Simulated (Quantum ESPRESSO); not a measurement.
RhCuO$_{2}$ is taken in the trigonal space group R-3m, hexagonal axes (No. 166), Pearson symbol hR4. Conventional cell: a = b = 3.1017 Å, c = 17.0816 Å, α = β = 90.00°, γ = 120.00°. O on 6c is coordinated by 1 Cu at 1.843 Å and 3 Rh at 2.053 Å (tetrahedral). Cu on 3a sees 2 O at 1.843 Å (linear). Rh on 3b sees 6 O at 2.053 Å (octahedral). (Neighbours: up to the widest gap in distance over summed covalent radii, below 1.35, at either atom; cation-cation contacts left out.)
(The calculation used a cell of 4 atoms; values per cell refer to that cell.)

The PBEsol cell relaxed from Materials Project entry mp-14116 was given an isotropic strain of +1 % on all lattice vectors, and the atoms were relaxed again.

Q: What does PBEsol (Quantum ESPRESSO, PseudoDojo norm-conserving, 92 Ry, no spin-orbit coupling) give for the electronic structure near the Fermi level?

A: The PBEsol gap is 0.64 eV; at least one edge lies off the plotted path, at a point of the SCF mesh. The smallest direct gap is 0.94 eV. Another valence extremum on the path lies within 0.02 eV, too close to call. Spin-orbit splittings are left out. The 3d shell has no Hubbard U; the runs are without spin polarisation, and magnetic order was not tried.
